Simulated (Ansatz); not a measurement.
Space group P4/mmm (No. 123). a = 3.009 Å, b = 3.009 Å, c = 3.742 Å, α = 90.00°, β = 90.00°, γ = 90.00°
```json
{"atom": "Hg", "site": "1a", "symmetry": "4/mmm", "x": "0.0000", "y": "0.0000", "z": "0.0000"}
{"atom": "Pd", "site": "1d", "symmetry": "4/mmm", "x": "0.5000", "y": "0.5000", "z": "0.5000"}
```

Equation of state of this HgPd structure (not necessarily the ground state), with shape and atoms relaxed at each volume where symmetry leaves them free. It has no gap at any of these volumes. Computed with DFT PBEsol, scalar-relativistic, plane waves, PAW in Ansatz 0.2.0.

Cutoff 420 eV; k points 14×14×12 on the computed 2-atom cell (Γ-centred); Gaussian smearing, width 0.10 eV; no spin polarisation.

```csv
V (Å³/atom),E − E(largest V) (meV/atom),P (GPa)
14.913,85.82,26.97
15.422,14.79,18.11
15.930,-30.71,10.84
16.439,-55.27,4.87
16.947,-62.68,0.00
17.455,-56.10,-3.98
17.964,-38.12,-7.22
18.642,0.00,-10.61
```

Q: Fit a third-order Birch–Murnaghan equation to E(V).

A: V0 = 16.95 Å³/atom, B0 = 147 GPa, B0' = 5.7.

Spin-orbit coupling is left out, which matters for the bands of heavy elements.

Cost: 8 runs of about 3.6 core-minutes in all, on Arm Neoverse V1 (shared hosts).